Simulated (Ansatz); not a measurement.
**MgS: moving S off its site**

MgS, Fm-3m, a = 5.203 Å (as given, not relaxed at this level: -0.9 GPa). Ansatz: PBEsol, PAW, 420 eV, Γ-centred 8×8×8 mesh on 2 atoms, Gaussian smearing 0.05 eV; no spin polarisation.

```
CELL_PARAMETERS angstrom
0.00000 2.60165 2.60165
2.60165 0.00000 2.60165
2.60165 2.60165 0.00000
ATOMIC_POSITIONS crystal
Mg 0.00000 0.00000 0.00000
S 0.50000 0.50000 0.50000
```

Atom 2 (S) moves by x along the unit vector (0.000, 0.000, -1.000), with its periodic images; all else is held. y is the free energy of the cell over the start, F the force along the path summed over the moved atoms. Symmetry makes y even in x.

| x (Å) | y (meV) | F (eV/Å) |
| --- | --- | --- |
| -0.200 | 62.6 | 0.70 |
| -0.100 | 14.4 | 0.30 |
| 0.000 | 0.0 | 0.00 |
| 0.025 | 0.9 | -0.07 |
| 0.050 | 3.5 | -0.14 |
| 0.075 | 8.0 | -0.22 |
| 0.125 | 22.8 | -0.38 |
| 0.150 | 33.5 | -0.48 |
| 0.175 | ? | ? |

Q: Fit y = c2 x² + c4 x⁴ to the energies of the other rows, give the force constant, and predict energy and force of the missing row.

A: Least squares on the rows shown. y = 1393 x² + 4284 x⁴. The force constant is 2 c2 = 2.79 eV/Å² (for all images moving together, not for a lone atom). With two atoms in a cubic cell this is the optical mode at Γ without the LO field: ω = 521.5 √(2 c2/μ) = 234 cm⁻¹ for μ = 13.82 u. The force −dy/dx at the missing row is -0.58 eV/Å (computed -0.58). At x = 0.175 the fit asked for gives 46.7 meV. The run gave 46.7 meV, the same to the digits shown.